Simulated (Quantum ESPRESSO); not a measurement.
TaHf3O7N, one run as intended and one with a planted mistake

Computed values, not a measurement. The program is pw.x of Quantum ESPRESSO 7.5 (plane-wave density functional theory). The cell is made up: 12 atoms on a rutile lattice, with randomly drawn elements, strain and displacements, not relaxed. PseudoDojo standard norm-conserving files (v0.5 for PBE, v0.4.1 for LDA and PBEsol) set the functional; there is no spin polarisation, spin-orbit coupling or dispersion term, and the masses in the input are unused placeholders.

The hafnium pseudopotential is less sure than the others, with forces about 3 percent (worst 6) and pressure in oxides about 1.5 GPa (worst 2.7) from a second method in checks, which no rerun with the same files tests.

Intended input:

```
&control calculation='scf', pseudo_dir='./dojo.nc.sr.pbe.v0_5.standard.upf', outdir='./o', disk_io='low', tprnfor=.true., tstress=.true. /
&system ibrav=0, nat=12, ntyp=4, nbnd=54, ecutwfc=84.00895049, nosym=.true., tot_charge=0,
 occupations='smearing', smearing='fd', degauss=0.0018374661
/
&electrons conv_thr=7.350e-09, electron_maxstep=60, /
ATOMIC_SPECIES
Hf 1.0 Hf.upf
N 1.0 N.upf
O 1.0 O.upf
Ta 1.0 Ta.upf
CELL_PARAMETERS angstrom
4.9236 -0.0051 -0.0047
-0.0051 5.0095 0.0153
-0.0062 0.0203 6.7267
ATOMIC_POSITIONS angstrom
Ta 0.0087 -0.0058 0.0284
Hf 2.4032 2.4652 1.7105
Hf -0.0266 0.0607 3.3575
Hf 2.5286 2.5795 4.9799
O 1.3881 1.4275 -0.0293
O 3.444 3.3745 0.0395
O 4.0374 1.0335 1.7597
O 0.8781 4.0448 1.7456
O 1.4828 1.491 3.5458
N 3.3267 3.52 3.4391
O 3.995 1.0887 4.9128
O 1.0242 4.0307 5.1303
K_POINTS automatic
5 4 3 1 1 1
```

The log is shortened where brackets say so; the opening notice, blank lines, dates and the lines on written files are dropped, and the path of the files is cut. It prints rydbergs, bohrs and kilobars, and counts compression as positive stress. Where no state is partly filled, the Fermi energy that it prints is only some level between the filled and the empty states on the mesh, and need not lie in the true gap.

Log of the intended run:

```
     Program PWSCF v.7.5
     Parallel version (MPI & OpenMP), running on       4 processor cores
     Number of MPI processes:                 4
     Threads/MPI process:                     1
     [start-up lines left out]
     bravais-lattice index     =            0
     lattice parameter (alat)  =       9.3043  a.u.
     unit-cell volume          =    1119.6208 (a.u.)^3
     number of atoms/cell      =           12
     number of atomic types    =            4
     number of electrons       =        96.00
     number of Kohn-Sham states=           54
     kinetic-energy cutoff     =      84.0090  Ry
     charge density cutoff     =     336.0358  Ry
     scf convergence threshold =      7.3E-09
     mixing beta               =       0.7000
     number of iterations used =            8  plain     mixing
     Exchange-correlation= PBE
                           (   1   4   3   4   0   0   0)
     [axes and pseudopotential details left out]
   Cartesian axes
     site n.     atom                  positions (alat units)
         1        Ta     tau(   1) = (   0.0017670  -0.0011780   0.0057681  )
         2        Hf     tau(   2) = (   0.4880977   0.5006901   0.3474081  )
         3        Hf     tau(   3) = (  -0.0054025   0.0123284   0.6819191  )
         4        Hf     tau(   4) = (   0.5135668   0.5239048   1.0114337  )
         5        O      tau(   5) = (   0.2819276   0.2899298  -0.0059509  )
         6        O      tau(   6) = (   0.6994875   0.6853718   0.0080226  )
         7        O      tau(   7) = (   0.8200089   0.2099072   0.3574007  )
         8        O      tau(   8) = (   0.1783449   0.8215119   0.3545370  )
         9        O      tau(   9) = (   0.3011615   0.3028269   0.7201634  )
        10        N      tau(  10) = (   0.6756635   0.7149233   0.6984923  )
        11        O      tau(  11) = (   0.8113974   0.2211185   0.9978055  )
        12        O      tau(  12) = (   0.2080183   0.8186481   1.0419804  )
     number of k points=    30  Fermi-Dirac smearing, width (Ry)=  0.0018
                       cart. coord. in units 2pi/alat
        k(    1) = (   0.1002433   0.1225870   0.1217140), wk =   0.0666667
        k(    2) = (   0.0997790   0.1240769  -0.3662572), wk =   0.0666667
     [further k points left out]
     Dense  grid:   116435 G-vectors     FFT dimensions: (  60,  60,  75)
     Estimated max dynamical RAM per process >     298.83 MB
     Estimated total dynamical RAM >       1.08 GB
     Initial potential from superposition of free atoms
     starting charge      95.9935, renormalised to      96.0000
     Starting wfcs are   72 randomized atomic wfcs
     total cpu time spent up to now is        7.2 secs
     per-process dynamical memory:   212.5 Mb
     Self-consistent Calculation
     iteration #  1     ecut=    84.01 Ry     beta= 0.70
     Davidson diagonalization with overlap
     ethr =  1.00E-02,  avg # of iterations =  2.0
     total cpu time spent up to now is       18.9 secs
     total energy              =    -719.30927312 Ry
     estimated scf accuracy    <       5.70599512 Ry
     iteration #  2     ecut=    84.01 Ry     beta= 0.70
     Davidson diagonalization with overlap
     ethr =  5.94E-03,  avg # of iterations =  6.2
     total cpu time spent up to now is       35.5 secs
     total energy              =    -716.08607565 Ry
     estimated scf accuracy    <      36.86874623 Ry
     [iterations 3 to 16 left out]
     iteration # 17     ecut=    84.01 Ry     beta= 0.70
     Davidson diagonalization with overlap
     ethr =  3.86E-11,  avg # of iterations =  4.8
     total cpu time spent up to now is      245.5 secs
     total energy              =    -722.30951579 Ry
     estimated scf accuracy    <       0.00000001 Ry
     iteration # 18     ecut=    84.01 Ry     beta= 0.70
     Davidson diagonalization with overlap
     ethr =  1.16E-11,  avg # of iterations =  3.2
     total cpu time spent up to now is      258.2 secs
     End of self-consistent calculation
     [lines on levels left out]
     the Fermi energy is     9.6846 ev
!    total energy              =    -722.30951579 Ry
     estimated scf accuracy    <          1.7E-09 Ry
     smearing contrib. (-TS)   =      -0.00000000 Ry
     internal energy E=F+TS    =    -722.30951579 Ry
     The total energy is F=E-TS. E is the sum of the following terms:
     one-electron contribution =    -199.05739520 Ry
     hartree contribution      =     142.61349870 Ry
     xc contribution           =    -179.20415853 Ry
     ewald contribution        =    -486.66146077 Ry
     convergence has been achieved in  18 iterations
     Forces acting on atoms (cartesian axes, Ry/au):
     atom    1 type  4   force =     0.05396261   -0.00752997   -0.03693964
     atom    2 type  1   force =     0.03760737    0.04180789    0.09101712
     atom    3 type  1   force =    -0.02213462   -0.03958872    0.04658849
     atom    4 type  1   force =    -0.00296181   -0.00266899   -0.03385721
     atom    5 type  3   force =    -0.03346814   -0.04372388    0.04276935
     atom    6 type  3   force =     0.01981870    0.05061070    0.02892825
     atom    7 type  3   force =    -0.01029316   -0.02164802   -0.08393618
     atom    8 type  3   force =    -0.00630101    0.01367262   -0.09780830
     atom    9 type  3   force =     0.01222891    0.01116071   -0.06494637
     atom   10 type  2   force =     0.00966654    0.00014449   -0.07903874
     atom   11 type  3   force =     0.03025814   -0.06721075    0.10044954
     atom   12 type  3   force =    -0.08838354    0.06497392    0.08677369
     Total force =     0.305210     Total SCF correction =     0.000105
     Computing stress (Cartesian axis) and pressure
          total   stress  (Ry/bohr**3)                   (kbar)     P=     -163.86
  -0.00080238  -0.00017880  -0.00004202         -118.03      -26.30       -6.18
  -0.00017880  -0.00097508  -0.00008293          -26.30     -143.44      -12.20
  -0.00004202  -0.00008293  -0.00156415           -6.18      -12.20     -230.09
     init_run     :      6.74s CPU      7.01s WALL (       1 calls)
     electrons    :    250.06s CPU    251.02s WALL (       1 calls)
     forces       :      2.43s CPU      2.46s WALL (       1 calls)
     stress       :      8.20s CPU      8.41s WALL (       1 calls)
     [timing details left out]
     PWSCF        :   4m27.66s CPU   4m29.20s WALL
     JOB DONE.
```

A second run has one planted mistake: the files are those of another functional. The input lines that differ, file-writing options aside:

```
- &control calculation='scf', pseudo_dir='./dojo.nc.sr.pbe.v0_5.standard.upf', outdir='./o', disk_io='low', tprnfor=.true., tstress=.true. /
+ &control calculation='scf', pseudo_dir='./dojo.nc.sr.pbesol.v0_4_1.standard.upf', outdir='./o', disk_io='low', tprnfor=.true., tstress=.true. /
```

Its log:

```
     Program PWSCF v.7.5
     Parallel version (MPI & OpenMP), running on       4 processor cores
     Number of MPI processes:                 4
     Threads/MPI process:                     1
     [start-up lines left out]
     bravais-lattice index     =            0
     lattice parameter (alat)  =       9.3043  a.u.
     unit-cell volume          =    1119.6208 (a.u.)^3
     number of atoms/cell      =           12
     number of atomic types    =            4
     number of electrons       =        96.00
     number of Kohn-Sham states=           54
     kinetic-energy cutoff     =      84.0090  Ry
     charge density cutoff     =     336.0358  Ry
     scf convergence threshold =      7.3E-09
     mixing beta               =       0.7000
     number of iterations used =            8  plain     mixing
     Exchange-correlation= PBESOL
                           (   1   4  10   8   0   0   0)
     [axes and pseudopotential details left out]
   Cartesian axes
     site n.     atom                  positions (alat units)
         1        Ta     tau(   1) = (   0.0017670  -0.0011780   0.0057681  )
         2        Hf     tau(   2) = (   0.4880977   0.5006901   0.3474081  )
         3        Hf     tau(   3) = (  -0.0054025   0.0123284   0.6819191  )
         4        Hf     tau(   4) = (   0.5135668   0.5239048   1.0114337  )
         5        O      tau(   5) = (   0.2819276   0.2899298  -0.0059509  )
         6        O      tau(   6) = (   0.6994875   0.6853718   0.0080226  )
         7        O      tau(   7) = (   0.8200089   0.2099072   0.3574007  )
         8        O      tau(   8) = (   0.1783449   0.8215119   0.3545370  )
         9        O      tau(   9) = (   0.3011615   0.3028269   0.7201634  )
        10        N      tau(  10) = (   0.6756635   0.7149233   0.6984923  )
        11        O      tau(  11) = (   0.8113974   0.2211185   0.9978055  )
        12        O      tau(  12) = (   0.2080183   0.8186481   1.0419804  )
     number of k points=    30  Fermi-Dirac smearing, width (Ry)=  0.0018
                       cart. coord. in units 2pi/alat
        k(    1) = (   0.1002433   0.1225870   0.1217140), wk =   0.0666667
        k(    2) = (   0.0997790   0.1240769  -0.3662572), wk =   0.0666667
     [further k points left out]
     Dense  grid:   116435 G-vectors     FFT dimensions: (  60,  60,  75)
     Estimated max dynamical RAM per process >     298.83 MB
     Estimated total dynamical RAM >       1.08 GB
     Initial potential from superposition of free atoms
     starting charge      95.9941, renormalised to      96.0000
     Starting wfcs are   72 randomized atomic wfcs
     total cpu time spent up to now is        7.1 secs
     per-process dynamical memory:   212.5 Mb
     Self-consistent Calculation
     iteration #  1     ecut=    84.01 Ry     beta= 0.70
     Davidson diagonalization with overlap
     ethr =  1.00E-02,  avg # of iterations =  2.0
     total cpu time spent up to now is       18.5 secs
     total energy              =    -718.43133999 Ry
     estimated scf accuracy    <       5.33845323 Ry
     iteration #  2     ecut=    84.01 Ry     beta= 0.70
     Davidson diagonalization with overlap
     ethr =  5.56E-03,  avg # of iterations =  6.2
     total cpu time spent up to now is       35.4 secs
     total energy              =    -715.29956482 Ry
     estimated scf accuracy    <      35.87802858 Ry
     [iterations 3 to 16 left out]
     iteration # 17     ecut=    84.01 Ry     beta= 0.70
     Davidson diagonalization with overlap
     ethr =  4.68E-11,  avg # of iterations =  4.2
     total cpu time spent up to now is      247.9 secs
     total energy              =    -721.26602004 Ry
     estimated scf accuracy    <       0.00000001 Ry
     iteration # 18     ecut=    84.01 Ry     beta= 0.70
     Davidson diagonalization with overlap
     ethr =  1.36E-11,  avg # of iterations =  2.6
     total cpu time spent up to now is      260.0 secs
     End of self-consistent calculation
     [lines on levels left out]
     the Fermi energy is     9.5033 ev
!    total energy              =    -721.26602004 Ry
     estimated scf accuracy    <          2.6E-09 Ry
     smearing contrib. (-TS)   =      -0.00000000 Ry
     internal energy E=F+TS    =    -721.26602004 Ry
     The total energy is F=E-TS. E is the sum of the following terms:
     one-electron contribution =    -199.18509062 Ry
     hartree contribution      =     141.82032336 Ry
     xc contribution           =    -177.23979201 Ry
     ewald contribution        =    -486.66146077 Ry
     convergence has been achieved in  18 iterations
     Forces acting on atoms (cartesian axes, Ry/au):
     atom    1 type  4   force =     0.05792656   -0.00632268   -0.03488726
     atom    2 type  1   force =     0.03844602    0.04177412    0.08866200
     atom    3 type  1   force =    -0.02131823   -0.03457865    0.04421976
     atom    4 type  1   force =    -0.00328487   -0.00292765   -0.03591946
     atom    5 type  3   force =    -0.03521421   -0.04498150    0.04318902
     atom    6 type  3   force =     0.01694218    0.04783482    0.02833479
     atom    7 type  3   force =    -0.00844796   -0.02399471   -0.08048580
     atom    8 type  3   force =    -0.00861046    0.01618886   -0.09654635
     atom    9 type  3   force =     0.01285858    0.01244362   -0.06260761
     atom   10 type  2   force =     0.00731956   -0.00301514   -0.07617159
     atom   11 type  3   force =     0.03026937   -0.06669595    0.09588607
     atom   12 type  3   force =    -0.08688655    0.06427485    0.08632643
     Total force =     0.299495     Total SCF correction =     0.000073
     Computing stress (Cartesian axis) and pressure
          total   stress  (Ry/bohr**3)                   (kbar)     P=     -220.70
  -0.00116775  -0.00017094  -0.00003924         -171.78      -25.15       -5.77
  -0.00017094  -0.00134450  -0.00009051          -25.15     -197.78      -13.31
  -0.00003924  -0.00009051  -0.00198858           -5.77      -13.31     -292.53
     init_run     :      6.65s CPU      6.90s WALL (       1 calls)
     electrons    :    252.03s CPU    252.96s WALL (       1 calls)
     forces       :      2.37s CPU      2.40s WALL (       1 calls)
     stress       :      8.03s CPU      8.24s WALL (       1 calls)
     [timing details left out]
     PWSCF        :   4m29.29s CPU   4m30.78s WALL
     JOB DONE.
```

|  | intended run | run with the mistake |
| --- | --- | --- |
| free energy (eV) | -9827.522 | -9813.324 |
| smearing term -TS (eV) | 0.0000 | 0.0000 |
| pressure (GPa) | -16.39 | -22.07 |
| largest force component (eV/Å) | 2.583 | 2.482 |
| largest change of a force component (eV/Å) |  | 0.129 |
| iterations | 18 | 18 |

For scale, a rerun of the intended cell at a cutoff of 1437 eV and k mesh 7 x 6 x 5 moved values by no more than 0.004 eV in energy, 0.04 GPa in stress and 0.003 eV/Å in force. Files of another functional have another zero of energy, so the energy change says nothing on stability.